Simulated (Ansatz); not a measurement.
# What DFT gives for ZrGaO

```xyz
6
Lattice="3.5929 0.0000 0.0000 0.0000 3.5929 0.0000 0.0000 0.0000 8.0942" Properties=species:S:1:pos:R:3 pbc="T T T"
Zr    0.0000    1.7964    2.1854
Zr    1.7964    0.0000    5.9087
O     0.0000    1.7964    5.0589
O     1.7964    0.0000    3.0353
Ga    0.0000    0.0000    0.0000
Ga    1.7964    1.7964    0.0000
```

The numbers come from plane-wave PAW DFT (Ansatz): r2SCAN, no spin polarisation, 500 eV, 9×9×4 Γ-centred k points, fermi-dirac occupations (width 0.1 eV). Nothing was relaxed.

**Forces.** The largest is on Zr1 (and as large on other atoms): 4.74 eV/Å, components (0.00, 0.00, 4.74). It makes 72° with the line to a nearest neighbour, O4 at 2.68 Å.
**Charges.** Bader charges in e: Zr +1.93, Ga -0.60, O -1.33. In the mean Zr gives up most and O takes most.
**Contacts.** Ga–Ga at 2.54 Å: least valence density 0.32 e/Å³ and ELF 0.44 there. Zr–O at 2.68 Å: least valence density 0.19 e/Å³ and ELF 0.10 there. Zr–Ga at 2.83 Å: least valence density 0.28 e/Å³ and ELF 0.43 there. Both are smooth PAW fields, read partly inside the augmentation spheres.
**Electronic structure.** It is a metal, with about 2.9 states/eV a cell as the mean within 0.25 eV of the Fermi level, mostly Zr d (59 %) and Ga p (31 %).

Origin: a known structure type with other elements, at an estimated volume, so it need not be a known compound. Caveats: many states at the Fermi level without spin polarisation, so a magnetic state may lie lower; atoms or cell far from equilibrium.
